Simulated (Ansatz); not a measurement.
TiRe:
```xyz
2
Lattice="3.1028 0.0000 0.0000 0.0000 3.1028 0.0000 0.0000 0.0000 3.1028" Properties=species:S:1:pos:R:3 pbc="T T T"
Ti     1.5514     1.5514     1.5514
Re     0.0000     0.0000     0.0000
```

Relaxed with r²SCAN. Special points in fractions of this cell's reciprocal vectors: Γ (0.000, 0.000, 0.000); X (0.000, 0.500, 0.000); M (0.500, 0.500, 0.000); R (0.500, 0.500, 0.500).

Question: List the band energies nearest the Fermi level at these points for the program Ansatz at the r²SCAN level (PAW).

Answer: In eV from the Fermi level; about four levels below and three above (degenerate sets whole), none deeper than 8.9 eV; points with the same levels are listed once.

```tsv
k	below	above
Γ	-8.08 -4.33 -4.33	0.03 0.03 0.03
X	-2.71 -2.41 -0.26 -0.26	0.05 1.60 1.62 1.62
M	-4.71 -4.53 -2.06 -2.06	1.62 1.62 2.80
R	-2.72 -2.72 -2.72 -0.67 -0.67 -0.67	3.50 3.50 4.21 4.21
```

Space group Pm-3m (CsCl type). The first step of the workflow began from a Materials Project structure, measured or hypothetical; the Crystallography Open Database files this formula in space group No. 221, but the cells were not matched. Whether it is the stable phase at ambient conditions was not checked. The r²SCAN relaxation kept the symmetry of its start; whether a distortion lowers the energy is not shown. The run is not spin-polarised. Spin–orbit coupling is left out wherever it is not named.

Potentials: the later of the program's two PAW sets.
